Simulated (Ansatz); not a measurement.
Phonons of As (space group Cmce) at Γ, S = (0.5, 0.0, 0.0), Y = (0.5, 0.5, 0.0), Z = (0.0, 0.0, 0.5).

As (space group Cmce)

```
CELL_PARAMETERS angstrom
      1.85645    -5.37698     0.00000
      1.85645     5.37698     0.00000
      0.00000     0.00000     4.22644
ATOMIC_POSITIONS crystal
  As 0.61266 0.38734 0.55439
  As 0.38734 0.61266 0.44561
  As 0.88734 0.11266 0.05439
  As 0.11266 0.88734 0.94561
```

The numbers are results of LDA (plane waves to 420 eV, PAW, scalar-relativistic; Ansatz, a quantum-chemistry and plane-wave program), not measurements. DFPT wavenumbers on a 14×14×12 k mesh, in cm⁻¹ and rounded to 5; i marks imaginary ones, q is in fractions of the reciprocal vectors of the cell shown, and the three acoustic modes at Γ are left out. The program warned that its band solver left a few bands short of their tolerance. As was relaxed with its symmetry unable to fall.

| q | wavenumbers (cm⁻¹) |
|---|---|
| Γ | 25i, 90, 105, 200, 210, 215, 225, 235, 250 |
| S = (0.5, 0.0, 0.0) | 65 (×2), 110 (×2), 120 (×2), 215 (×2), 225 (×2), 235 (×2) |
| Y = (0.5, 0.5, 0.0) | 10, 25, 60, 70, 90, 100, 205, 215, 215, 225, 240, 250 |
| Z = (0.0, 0.0, 0.5) | 45 (×2), 80 (×2), 100 (×2), 220 (×2), 230 (×2), 245 (×2) |

The structure is unstable at this level: the lowest mode is 25i cm⁻¹ at Γ. As is measured in this form, so the imaginary mode is a miss of this level unless the crystal transforms on cooling or is held by pressure.

Highest mode: 250 cm⁻¹ at Γ.
